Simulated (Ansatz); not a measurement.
WSi2 (MoSi2 type, space group I4/mmm)

```yaml
crystal:
  lattice:
    - [-1.61472, 1.61472, 3.93387]
    - [1.61472, -1.61472, 3.93387]
    - [1.61472, 1.61472, -3.93387]
  atoms:
    - { symbol: W, position: [0.00000, 0.00000, 0.00000] }
    - { symbol: Si, position: [0.33458, 0.33458, 0.00000] }
    - { symbol: Si, position: [0.66542, 0.66542, 0.00000] }
```

Level of theory: PBE (plane waves to 420 eV, PAW, scalar-relativistic; Ansatz, an electronic-structure program). Harmonic phonons by density-functional perturbation theory on a 20×20×20 k mesh, in cm⁻¹ and rounded to 5; i marks imaginary ones, q is in fractions of the reciprocal vectors of the cell shown, and the three acoustic modes at Γ are left out. Spin-orbit coupling is left out, though W is heavy. The PAW data are Ansatz's earlier set. WSi2 is run without spin polarisation. WSi2 was relaxed with its symmetry unable to fall.

Is the structure dynamically stable at Γ, N = (0.5, 0.0, 0.0), X = (0.5, 0.5, 0.0), M = (0.5, 0.5, 0.5)?

No imaginary mode at these points (lowest 130 cm⁻¹ at N = (0.5, 0.0, 0.0)); other wave vectors were not tested.

List the wavenumbers at Γ, N = (0.5, 0.0, 0.0), X = (0.5, 0.5, 0.0), M = (0.5, 0.5, 0.5), with degeneracies.


```
q                                             wavenumbers (cm⁻¹)
-------------------  -------------------------------------------
Γ                                   250 (×2), 295, 330 (×2), 435
N = (0.5, 0.0, 0.0)  130, 150, 195, 255, 290, 295, 295, 395, 430
X = (0.5, 0.5, 0.0)  145, 155, 200, 270, 270, 310, 380, 395, 400
M = (0.5, 0.5, 0.5)  135 (×2), 190, 245 (×2), 310 (×2), 345, 425
```
